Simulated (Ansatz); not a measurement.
MgAl3N3O:
```xyz
8
Lattice="5.0402 0.0000 0.0000 0.0000 3.1473 0.0000 -0.0106 0.0000 5.4823" Properties=species:S:1:pos:R:3 pbc="T T T"
Mg     2.4649     0.0000     1.8313
Al     0.0746     1.5737     0.8457
O      4.5605     0.0000     1.8313
N      1.8640     1.5737     0.8277
Al     2.4449     1.5737     4.5825
Al     0.0307     0.0000     3.7161
N      4.3894     1.5737     4.5563
N      1.8702     0.0000     3.7386
```

Relaxed with r²SCAN. r²SCAN in the plane-wave PAW code Ansatz gives a gap of 2.48 eV.

Q: What gap does HSE06 give on the same cell (Ansatz, PAW)?

A: 3.22 eV, 0.75 eV more. The hybrid was solved on a coarser mesh and at special points; its gap is the smallest among all of these.

Cost on shared cores: the r²SCAN run (SCF on a 6×9×5 mesh, then bands and DOS) roughly 6 core-minutes, the HSE06 run (SCF on 3×5×3, then a few points) around 2.4 core-minutes (rough); the tasks are unlike.

Space group Pm. The start of the workflow was typed in or built on a structure type; neither database checked (COD, Materials Project) lists it. Its standing as an ambient phase is unchecked. The cell was relaxed with r²SCAN under the symmetry of its start; whether a distortion lowers the energy is not shown.

Potentials: the earlier of the program's two PAW sets.
